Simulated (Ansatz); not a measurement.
CdS:
```yaml
crystal:
  lattice:
    - [0.00000, 2.96331, 2.96331]
    - [2.96331, 0.00000, 2.96331]
    - [2.96331, 2.96331, 0.00000]
  atoms:
    - { symbol: S, position: [0.75000, 0.75000, 0.75000] }
    - { symbol: Cd, position: [0.00000, 0.00000, 0.00000] }
```

Cartesian axes are those of the cell as given.

### Question
Give the high-frequency dielectric tensor and the Born effective charge tensors of the independent atoms from DFPT, the program Ansatz at the PBE level (PAW).

### Answer

ε∞:
```
6.24  0.00  0.00
0.00  6.24  0.00
0.00  0.00  6.24
```
Z* of atom 1 (S), rows: field, columns: displacement, in e:
```
-2.23   0.00   0.00
 0.00  -2.23   0.00
 0.00   0.00  -2.23
```
Z* of atom 2 (Cd), rows: field, columns: displacement, in e:
```
2.23  0.00  0.00
0.00  2.23  0.00
0.00  0.00  2.23
```

Static charges for comparison (Bader): S1 -0.86, Cd2 +0.86 e. Born charges measure polarisation by displacement and can exceed these by far.

Space group F-43m (zinc blende). Symmetry was held in the PBE relaxation. Spin–orbit coupling is left out wherever it is not named.

Potentials: the later of the program's two PAW sets.
